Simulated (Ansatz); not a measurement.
## PH3O4: checking a database structure before trusting its electric field gradients

The cell is an entry of the Crystallography Open Database (COD), atoms as given.

```cif
data_PH3O4
_symmetry_space_group_name_H-M 'P2_1/c'
_symmetry_Int_Tables_number 14
_cell_length_a 5.7572
_cell_length_b 4.8310
_cell_length_c 11.5740
_cell_angle_alpha 90.000
_cell_angle_beta 95.274
_cell_angle_gamma 90.000
loop_
_atom_site_label
_atom_site_type_symbol
_atom_site_symmetry_multiplicity
_atom_site_Wyckoff_symbol
_atom_site_fract_x
_atom_site_fract_y
_atom_site_fract_z
H1 H 4 e 0.4708 0.6123 0.1768
H5 H 4 e 0.8696 0.4659 0.1696
H9 H 4 e 0.2663 0.9405 0.0433
P P 4 e 0.2092 0.3004 0.1402
O17 O 4 e 0.2835 0.1646 0.2534
O21 O 4 e 0.3228 0.5889 0.1290
O25 O 4 e 0.9429 0.3409 0.1192
O29 O 4 e 0.2755 0.1320 0.0337
```

One atom of each set is listed.

The numbers come from a DFT calculation in Ansatz (PBE, plane waves and PAW, scalar-relativistic, 420 eV cutoff, Γ-centred 4×4×2 k-points, Fermi–Dirac smearing 0.02 eV).

Task: Do the atoms and the cell lie near the calculated equilibrium?

Result: No. The largest force is 2.6 eV/Å, on atom 9 (H: 1 O at 0.93 Å; also 1 O at 1.98 Å), and the pressure is 9.5 GPa. The atoms have to be relaxed before gradients are taken from this entry.
